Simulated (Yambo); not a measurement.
G0W0@LDA for RbBH$_{4}$ (space group F-43m, No. 216) in Yambo. Reference settings: 4×4×4 Γ-centred k mesh, 143 bands and a 8 Ry block in the screening, 143 bands in G with the Bruneval-Gonze terminator, plasmon pole fitted at 27.2 eV. The LDA gap Γ → X on this mesh is 5.63 eV; G0W0 gaps are taken between the same points.

With and without the terminator, as bands are cut:

```tsv
bands in G (in W)	gap, terminator (eV)	gap, none (eV)	valence shift, terminator (eV)	valence shift, none (eV)
27 (27)	8.910	8.771	-1.671	-1.353
47 (47)	8.860	8.743	-1.852	-1.615
74 (74)	8.870	8.785	-1.967	-1.804
109 (109)	8.895	8.839	-2.048	-1.941
143 (143)	8.912	8.876	-2.092	-2.021
```

Over this range the gap spans 0.052 eV with the terminator and 0.133 eV without, the valence shift 0.421 eV and 0.668 eV. Neither column has reached its limit for certain.

Geometry of the Materials Project entry, not relaxed at this level; primitive cell a = b = c = 4.884 Å, α = β = γ = 60.00°.

The structure is a Materials Project entry; no match was found in the copy of COD used, and its stability was not checked.

A shift is the quasiparticle energy of the state minus its LDA energy.
